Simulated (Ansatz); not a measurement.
Trial structure of AlGa₂N₃, not yet relaxed:

```cif
data_structure
_symmetry_space_group_name_H-M 'I-4m2'
_symmetry_Int_Tables_number 119
_cell_length_a 3.4027
_cell_length_b 3.4027
_cell_length_c 14.4363
_cell_angle_alpha 90.000
_cell_angle_beta 90.000
_cell_angle_gamma 90.000
_cell_volume 167.15
loop_
_atom_site_label
_atom_site_type_symbol
_atom_site_symmetry_multiplicity
_atom_site_Wyckoff_symbol
_atom_site_fract_x
_atom_site_fract_y
_atom_site_fract_z
_atom_site_occupancy
Al1 Al 2 b 0.50000 0.50000 0.00000 1
Ga1 Ga 4 e 0.50000 0.50000 0.33333 1
N1 N 4 f 0.50000 0.00000 0.41667 1
N2 N 2 c 0.00000 0.50000 0.25000 1
```

All numbers below come from DFT PBE, scalar-relativistic, plane waves, PAW in Ansatz. Cutoff 420 eV; k points 8×8×8 on the computed 6-atom cell (Γ-centred); Gaussian smearing, width 0.10 eV; no spin polarisation.

Formation energies are uncorrected and refer to the elements' standard structures at the same level (N₂ as a molecule).

Question: What does a single point on this coarse mesh give?

Answer: The pressure is -23.3 GPa (the mean over three directions, positive in compression), the largest force is 0.81 eV/Å, and the energy is −0.51 eV/atom against the elements. The shortest distance is 2.08 Å.

Question: Is it a good guess?

Answer: A rough one: relaxing gains about 0.23 eV/atom in 9 ionic steps and ends at −0.738 eV/atom on the finer mesh. The symmetry stays I-4m2 (No. 119). The volume per atom shrinks by 18.3 %, from 13.9 to 11.4 Å³. The shortest distance goes from 2.08 Å (Al–N and Ga–N) to 1.91 Å (Al–N). Conventional cell: a = 3.185 Å, c = 13.472 Å. Al has 4 N at 1.91 Å; Ga has 4 N at 1.96–1.97 Å; N on a site of symmetry 2mm has 2 Al at 1.91 Å and 2 Ga at 1.97 Å; 1 more site not described.

The last run used a 12×12×12 mesh for its 6-atom cell and Gaussian smearing of 0.02 eV. The relaxation can't lower the symmetry of the start, and the grade says only how near the guess is to its own end. A later test with randomly moved atoms came back to the same energy, though modes that don't fit the test's cell weren't probed.
